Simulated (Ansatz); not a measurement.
BaZrO3:
```cif
data_BaO3Zr
_chemical_formula_sum 'Ba1 Zr1 O3'
_space_group_name_H-M_alt 'Pm-3m'
_space_group_IT_number 221
_space_group_name_Hall '-P 4 2 3'
_cell_length_a 4.14737
_cell_length_b 4.14737
_cell_length_c 4.14737
_cell_angle_alpha 90.000
_cell_angle_beta 90.000
_cell_angle_gamma 90.000
loop_
_atom_site_label
_atom_site_type_symbol
_atom_site_symmetry_multiplicity
_atom_site_Wyckoff_symbol
_atom_site_fract_x
_atom_site_fract_y
_atom_site_fract_z
_atom_site_occupancy
Ba1 Ba 1 a 0.00000 0.00000 0.00000 1
Zr1 Zr 1 b 0.50000 0.50000 0.50000 1
O1 O 3 c 0.00000 0.50000 0.50000 1
```

Relaxed with LDA.

### Question
Decompose the optical modes at the zone centre into irreducible representations, and say which are infrared and Raman allowed.

### Answer
Point group m-3m: Γ_opt = 3T1u + T2u. Infrared: T1u. Raman: none.

### Question
Assign frequencies (DFPT, LDA in the plane-wave PAW code Ansatz; without the LO–TO term).

### Answer
T1u 91, T2u 168, T1u 193, T1u 527 cm⁻¹.

Symmetry was held in the LDA relaxation. At this level the phase is dynamically unstable (imaginary phonons). The run is not spin-polarised. Scalar-relativistic: spin–orbit coupling is off unless named, which matters more the heavier the elements.

Potentials: the later of the program's two PAW sets.
